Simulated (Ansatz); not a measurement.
# KCaSiHO4: ³⁹K NMR of the central transition

Cell: a Materials Project structure (computed, not necessarily an observed phase), taken as it stands.

Space group P2_1 (No. 4); a = 5.6081, b = 7.5392, c = 5.6563 Å, β = 118.60°.

| site | Wyckoff | site symmetry | x | y | z |
| --- | --- | --- | --- | --- | --- |
| K | 2a | 1 | 0.3542 | 0.7668 | 0.7208 |
| Ca | 2a | 1 | 0.9952 | 0.5151 | 0.0070 |
| Si | 2a | 1 | 0.6811 | 0.7546 | 0.3754 |
| H | 2a | 1 | 0.9599 | 0.9975 | 0.4649 |
| O9 | 2a | 1 | 0.3490 | 0.7620 | 0.2159 |
| O11 | 2a | 1 | 0.8124 | 0.7598 | 0.7056 |
| O13 | 2a | 1 | 0.8089 | 0.5896 | 0.2820 |
| O15 | 2a | 1 | 0.8084 | 0.9377 | 0.2936 |

One atom of each set is listed.

The numbers come from a DFT calculation in Ansatz (PBE, plane waves and PAW (field gradients read without the response of the frozen cores, which leaves them typically 4 to 6 % off), scalar-relativistic, 420 eV cutoff, Γ-centred 5×3×5 k-points, Fermi–Dirac smearing 0.02 eV).

³⁹K has I = 3/2 and Q = 60.30 mb (Pyykkö 2018); at 7.05 T its Larmor frequency is ν₀ = 14.0 MHz. Only the quadrupole interaction is simulated: positions count from each site's isotropic chemical shift, and shift anisotropy, dipolar and J coupling are left out.

(1) Simulate the second-order pattern (static powder, Gaussian broadening 7 kHz) of site K (10 O at 2.60–3.28 Å; also 2 Si at 3.25–3.26 Å).

Results:

(1) The calculation gives C_Q = 3.69 MHz and η = 0.38, so ν_Q = 1.85 MHz and the centre of gravity lies at -1818 ppm (-25.5 kHz).

offset (kHz), height and a bar:
```
   -123.3          0 
   -118.4          1 
   -113.4         15 ####
   -108.5         38 ###########
   -103.6         44 #############
    -98.6         46 ##############
    -93.7         48 ##############
    -88.8         50 ###############
    -83.8         52 ################
    -78.9         55 ################
    -73.9         58 #################
    -69.0         62 ###################
    -64.1         67 ####################
    -59.1         75 ######################
    -54.2         89 ###########################
    -49.3        100 ##############################
    -44.3         87 ##########################
    -39.4         75 #######################
    -34.5         69 #####################
    -29.5         66 ####################
    -24.6         64 ###################
    -19.7         62 ###################
    -14.7         61 ##################
     -9.8         61 ##################
     -4.9         61 ##################
      0.1         59 ##################
      5.0         52 ################
      9.9         51 ###############
     14.9         54 ################
     19.8         60 ##################
     24.7         69 #####################
     29.7         89 ###########################
     34.6         99 ##############################
     39.5         68 ####################
     44.5         51 ###############
     49.4         45 #############
     54.3         36 ###########
     59.3         14 ####
     64.2          1 
     69.1          0
```

Hardware: 1 thread of AMD EPYC 9R45 (Zen 5) (x86_64; 16 cores open to the job, memory cap 3.0 GiB, no GPU), a shared host with a load of 0.4 a core. Wall time 14 s, CPU time 14 s, peak memory 0.62 GiB.
